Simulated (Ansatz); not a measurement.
# Profile along the Pb–Cl line in CsPbCl3 (cubic perovskite)

CsPbCl3 (cubic perovskite)

```cif
data_Cl3CsPb
_chemical_formula_sum 'Cs1 Pb1 Cl3'
_space_group_name_H-M_alt 'Pm-3m'
_space_group_IT_number 221
_space_group_name_Hall '-P 4 2 3'
_cell_length_a 5.73565
_cell_length_b 5.73565
_cell_length_c 5.73565
_cell_angle_alpha 90.000
_cell_angle_beta 90.000
_cell_angle_gamma 90.000
loop_
_atom_site_label
_atom_site_type_symbol
_atom_site_symmetry_multiplicity
_atom_site_Wyckoff_symbol
_atom_site_fract_x
_atom_site_fract_y
_atom_site_fract_z
_atom_site_occupancy
Cs1 Cs 1 a 0.00000 0.00000 0.00000 1
Pb1 Pb 1 b 0.50000 0.50000 0.50000 1
Cl1 Cl 3 c 0.00000 0.50000 0.50000 1
```

Fields along a shortest Pb–Cl line of a {100} plane (2.87 Å), from Pb to Cl, interpolated on the slice's grid (step about 0.3 Å). Method: PBE (plane waves to 420 eV, PAW, scalar-relativistic; Ansatz, a first-principles code). k mesh 6×6×6. Inside the PAW spheres the values are not all-electron values, and peaks at nuclei hang on which shells count as valence. CsPbCl3 was relaxed with its symmetry unable to fall. Spin-orbit coupling is left out, though Pb is heavy. The PAW data are Ansatz's earlier set. This is a high-temperature form of CsPbCl3.

```csv
distance from Pb (Å),valence electron density (e/Å³),electron localisation function,density of the highest valence band (e/Å³),density of the lowest conduction band (e/Å³)
0.00,8.28,x,0.046,0.001
0.29,6.52,x,0.075,0.051
0.57,3.65,0.25,0.101,0.007
0.86,1.30,0.47,0.065,0.040
1.15,0.39,0.28,0.026,0.065
1.44,0.23,0.19,0.019,0.043
1.72,0.37,0.59,0.050,0.021
2.01,0.90,0.84,0.147,0.015
2.30,1.66,0.79,0.269,0.030
2.58,1.17,x,0.172,0.041
2.87,0.37,x,0.005,0.042
```

x: too close to a nucleus for the ELF to mean much. Band densities are of whole bands, smooth part only.

Density on the Pb–Cl line (2.87 Å) at its midpoint: 0.23 e/Å³. ELF at that point: 0.19.
